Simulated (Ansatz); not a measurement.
TiC (rock salt, Fm-3m), a = 4.2929 Å, b = 4.2929 Å, c = 4.2929 Å, α = 90.00°, β = 90.00°, γ = 90.00°; the cell used has 2 atoms.

Relaxed with PBEsol.

Q: Decompose the optical modes at the zone centre into irreducible representations, and say which are infrared and Raman allowed.

A: Point group m-3m: Γ_opt = T1u. Infrared: T1u. Raman: none.

Q: Assign frequencies (DFPT, PBEsol in the plane-wave PAW code Ansatz).

A: T1u 542 cm⁻¹.

The cell was relaxed with PBEsol under the symmetry of its start; of distortions, only those at the zone centre were tested. No spin polarisation was allowed. As this level gives no gap, phonon frequencies hold no LO–TO term and depend on the k-mesh and smearing (Fermi–Dirac, 0.1 eV here).

Potentials: the earlier of the program's two PAW sets.
